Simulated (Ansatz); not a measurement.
A relaxed cell of Ga3BAs4 is given with its symmetry left out. The cell was found from a structure generator's guess, not taken from experiment.

Computed with DFT PBE, scalar-relativistic, plane waves, PAW (Ansatz). Cutoff 420 eV, Γ-centred mesh, Gaussian smearing, no spin polarisation.

```xyz
8
Lattice="5.5117 0.0000 0.0000 0.0000 5.5117 0.0000 0.0000 0.0000 5.5117" Properties=species:S:1:pos:R:3 pbc="T T T"
Ga    0.0000    0.0000    2.7559
Ga    0.0000    2.7559    0.0000
Ga    2.7559    0.0000    0.0000
B     2.7559    2.7559    2.7559
As    4.0107    4.0107    4.0107
As    4.0107    1.5010    1.5010
As    1.5010    4.0107    1.5010
As    1.5010    1.5010    4.0107
```

Formation energies are uncorrected and refer to the elements' standard structures at the same level.

Task: Find its symmetry and describe it.

Result: P-43m (No. 215), with Ga and B ordered on zinc blende sites. Conventional cell: a = 5.512 Å. Ga is surrounded by 4 As at 2.47 Å; B is surrounded by 4 As at 2.17 Å; As has 1 B at 2.17 Å and 3 Ga at 2.47 Å.

Task: What is its formation energy per atom?

Result: −0.156 eV/atom. Whether it is stable depends on the other phases of the system, which aren't compared here.

Task: Is it a metal?

Result: No, the gap on the 8×8×8 mesh is 0.54 eV.

The last run used an 8×8×8 mesh for its 8-atom cell and Gaussian smearing of 0.02 eV. Kohn–Sham gaps at this level usually fall short of measured ones. The reference form of As is held partly by dispersion forces, which this level lacks. Symmetry constrained the relaxation, so the result can be a saddle point.
